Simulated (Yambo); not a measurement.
Yambo run on Cs$_{2}$NaScF$_{6}$ (space group Fm-3m, No. 225). The wavefunctions are PBEsol (pw.x of Quantum ESPRESSO, ONCV potentials, scalar-relativistic) ones on a 2×2×2 mesh (40 occupied bands); a = b = c = 6.359 Å, α = β = γ = 60.00°.

Yambo input:

```
rim_cut
HF_and_locXC
RandQpts= 1000000
RandGvec= 1 Ry
EXXRLvcs= 88 Ry
VXCRLvcs= 352 Ry
% QPkrange
 1 | 1 | 40 | 41 |
 2 | 2 | 40 | 41 |
 3 | 3 | 40 | 41 |
%
```

k points by index: 1 = Γ, 2 = L, 3 = X.

Resulting energies as the program prints them:

```
#    K-point    Band    Eo [eV]    Ehf [eV]    Vxc [eV]    Vnlxc [eV]
#
    1    40    0.000000    -7.786364    -22.15303    -29.93939
    1    41    6.843415    14.89081    -18.25344    -10.20604
    2    40    -0.089561    -7.734351    -21.71335    -29.35814
    2    41    6.897596    14.96610    -18.46165    -10.39314
    3    40    -0.009726    -7.784674    -22.11692    -29.89186
    3    41    6.886765    15.09267    -18.40448    -10.19858
```
Exchange alone, without screening.

Geometry of the Materials Project entry, not relaxed at this level.

The structure is a Materials Project entry; no match was found in the copy of COD used, and its stability was not checked.
